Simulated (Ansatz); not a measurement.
AlP:
```
AlP
1.0
    0.00000     2.73522     2.73522
    2.73522     0.00000     2.73522
    2.73522     2.73522     0.00000
P Al
1 1
Direct
  0.75000   0.75000   0.75000
  0.00000   0.00000   0.00000
```

Relaxed with PBEsol. Special points in fractions of this cell's reciprocal vectors: Γ (0.000, 0.000, 0.000); X (0.500, 0.000, 0.500); U (0.625, 0.250, 0.625); K (0.375, 0.375, 0.750); L (0.500, 0.500, 0.500); W (0.500, 0.250, 0.750).

Q: List the band energies nearest the valence-band maximum at these points for DFT-PBEsol in the program Ansatz with PAW potentials.

A: In eV from the valence-band maximum; about four levels below and three above (degenerate sets whole), none deeper than 8.9 eV; points with the same levels are listed once.

| k | below | above |
|---|---|---|
| Γ | 0.00 0.00 0.00 | 3.15 4.50 4.50 4.50 |
| X | -5.32 -2.11 -2.11 | 1.45 2.37 10.93 10.93 |
| U | -5.03 -3.45 -1.74 | 2.32 5.02 8.37 |
| L | -5.55 -0.76 -0.76 | 2.71 4.74 4.74 |
| W | -4.92 -3.20 -2.84 | 4.21 5.87 6.03 |

Space group F-43m (zinc blende). The PBEsol relaxation kept the symmetry of its start.

Potentials: the later of the program's two PAW sets.
